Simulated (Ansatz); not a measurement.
## Magnetic orders of FePb

All numbers below come from DFT PBE, scalar-relativistic, plane waves, PAW (Ansatz 0.2.0).

```cif
data_structure
_symmetry_space_group_name_H-M 'P 1'
_symmetry_Int_Tables_number 1
_cell_length_a 3.3986
_cell_length_b 3.3986
_cell_length_c 3.3986
_cell_angle_alpha 90.000
_cell_angle_beta 90.000
_cell_angle_gamma 90.000
_cell_volume 39.26
loop_
_atom_site_label
_atom_site_type_symbol
_atom_site_fract_x
_atom_site_fract_y
_atom_site_fract_z
_atom_site_occupancy
Fe1 Fe 0.00000 0.00000 0.00000 1
Pb1 Pb 0.50000 0.50000 0.50000 1
```

The plane-wave cutoff is 420 eV. The Γ-centred k-mesh is 12×12×12, the occupation rule is Gaussian smearing, 0.1 eV and the list of starting moments (μB, in atom order) is 3 0. The check for lower electronic states after the SCF is off.

Each order was relaxed in cell and atoms. A propagation vector, in units of the reciprocal vectors, doubles the cell, which takes an equally dense mesh. Site moments are spin moments in atom-centred spheres that scale with the neighbour distance. The states are those that the runs reached from these starts; a lower one can exist.

**Question.** Starts tried: no spin; ferromagnetic; antiferromagnetic, doubled cell, propagation vector (0, 1/2, 1/2). Which state comes out lowest, and what are the moments?

**Answer.** The lowest state is ferromagnetic, reached from the start “ferromagnetic”, with site moments (μB) Fe +2.72.

```tsv
start	ends	energy above lowest (meV/atom)	site moments (μB)	gap on mesh (eV)	volume (Å³/atom)
no spin	non-magnetic	164	none over 0.05	metal	17.34
ferromagnetic	ferromagnetic	0.00	Fe +2.72	metal	19.63
antiferromagnetic, doubled cell, propagation vector (0, 1/2, 1/2)	antiferromagnetic	5.48	Fe +2.64, Fe -2.64	metal	19.42
```

Cost: 3 runs of about 2.1 core-minutes in all, on Intel Xeon 6975P-C (Granite Rapids) (shared hosts).